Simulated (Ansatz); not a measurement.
Values for one crystal, relaxed and computed with PBE in the plane-wave PAW code Ansatz; other levels are named.

```yaml
volume_per_atom: 26.04 Å³
band_gap: 1.11 eV (direct)
conduction_band_minimum: at Γ
valence_band_maximum: at Γ
Formation energy from the elements (no fitted shifts): -0.66 eV/atom
```

Problem. Pick the material that matches.
(A) CdS, wurtzite
(B) SiRu, P2_13 (Si on 4a, Ru on 4a)
(C) MgO, rock salt
(D) La2S3O12, R-3c (La on 12c, S on 18e, O on 36f, O on 36f)

Solution. A, CdS, wurtzite

Space group P6_3mc (wurtzite). The cell was relaxed with PBE under the symmetry of its start. The references are the lowest solids computed at this level, not always the standard phases. Spin–orbit coupling is left out wherever it is not named.

Potentials: the earlier of the program's two PAW sets.
